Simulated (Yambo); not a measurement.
G0W0@PBEsol for LiTaF$_{6}$ (space group R-3, No. 148) in Yambo (2×2×2 mesh, 7 Ry block, plasmon pole, screening fixed), without a terminator:

```csv
bands N in G,gap Γ → L (eV),shift of the valence edge (eV)
67,11.461,-1.681
106,11.327,-1.872
160,11.224,-1.990
```

Problem. Extrapolate both columns to infinite N with E(N) = E∞ + A/N, test the form, and compare with the terminator.

Solution. From two points, E∞ = (N2 E2 − N1 E1)/(N2 − N1). The two largest N give 11.02 eV for the gap and -2.22 eV for the shift; the two smallest give 11.10 eV and -2.20 eV. For the gap the slopes A are 24 and 32 eV: the form isn't reached, and its limit is uncertain. For the shift the slopes A are 35 and 37 eV: the 1/N form holds. With the Bruneval-Gonze terminator and 160 bands the run gives 11.15 eV and -2.17 eV, 0.12 eV and 0.05 eV from the extrapolated values: the terminator too is an estimate of the remainder. Block, mesh and the bands in W are held fixed.

Spin-orbit coupling is not included.

Geometry of the Materials Project entry, not relaxed at this level; primitive cell a = 5.421 Å, b = 5.421 Å, c = 5.421 Å, α = 56.95°, β = 56.95°, γ = 56.95°.

The structure is a Materials Project entry; no match was found in the copy of COD used, and its stability was not checked.

A shift is the quasiparticle energy of the state minus its PBEsol energy.
